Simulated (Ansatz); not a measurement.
MgB2:
Space group P6/mmm (No. 191); a = b = 3.0716 Å, c = 3.5359 Å, α = β = 90.00°, γ = 120.00°

| atom | site | symmetry | x | y | z |
|---|---|---|---|---|---|
| Mg | 1a | 6/mmm | 0.0000 | 0.0000 | 0.0000 |
| B | 2d | -6m2 | 0.3333 | 0.6667 | 0.5000 |

Relaxed at zero pressure with the program Ansatz at the PBE level (PAW).

Task: The volume is lowered by 6 % and shape and atoms relax at that volume. What pressure results, and how do the axes share the change?

Result: 9.9 GPa; a -1.6 %, b -1.6 %, c -3.0 %; the energy rises by 17 meV/atom.

Task: Give the new structure.

Result: 
Space group P6/mmm (No. 191); a = b = 3.0236 Å, c = 3.4302 Å, α = β = 90.00°, γ = 120.00°

```
atom  site  symmetry       x       y       z
----  ----  --------  ------  ------  ------
Mg      1a     6/mmm  0.0000  0.0000  0.0000
B       2d      -6m2  0.3333  0.6667  0.5000
```

The phase is kept; no other phase was compared at this pressure.

Symmetry was held in the PBE relaxation.

Potentials: the later of the program's two PAW sets.
